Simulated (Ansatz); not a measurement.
## Orbital character of the bands of C

```yaml
crystal:
  lattice:
    - [2.50330, 0.00000, 0.00000]
    - [-1.25165, 2.16792, 0.00000]
    - [0.00000, 0.00000, 4.16897]
  atoms:
    - { symbol: C, position: [0.33333, 0.66667, 0.06281] }
    - { symbol: C, position: [0.66667, 0.33333, 0.56281] }
    - { symbol: C, position: [0.66667, 0.33333, 0.93719] }
    - { symbol: C, position: [0.33333, 0.66667, 0.43719] }
```

Atoms are numbered in the order listed.

The cell is the one relaxed in the Materials Project (mp-47), not relaxed further here; entries there can be hypothetical.

Method: DFT, PBE, all-electron LAPW, scalar-relativistic (Ansatz 0.2.0).

Settings: a Γ-centred 12×12×7 k mesh, Fermi–Dirac smearing of 0.01 eV, basis error target 1 meV/atom, no spin polarisation.

Weights are projections on a minimal set of Löwdin-orthogonalised atomic shells, summed over atoms of an element; the rest lies outside that basis, and weights on diffuse cation s shells are inflated where empty shells are missing from it. Energies are in eV from the valence-band top.

Points: K (0.333, 0.333, 0.000), H (0.333, 0.333, 0.500).

```csv
state,character
"K, -11.14 eV",?
"K, -9.72 eV (×2)",?
"K, -7.23 eV (×2)",?
"K, -7.04 eV",C 2p 100 %
"H, -13.61 eV (×2)","C 2s 64 %, C 2p 36 %"
"H, -12.52 eV (×2)",?
"H, -9.55 eV (×2)",C 2p 100 %
"H, -4.32 eV (×2)",C 2p 100 %
```

**Question.** Fill in "character" for the row "K, -9.72 eV (×2)".

**Answer.** C 2p 56 %, C 2s 44 %.

**Question.** What belongs in the row "H, -12.52 eV (×2)", column "character"?

**Answer.** C 2p 69 %, C 2s 30 %.

**Question.** Give the missing entry: row "K, -11.14 eV", column "character".

**Answer.** C 2p 99 %.

**Question.** What belongs in the row "K, -7.23 eV (×2)", column "character"?

**Answer.** C 2p 96 %, C 2s 4 %.
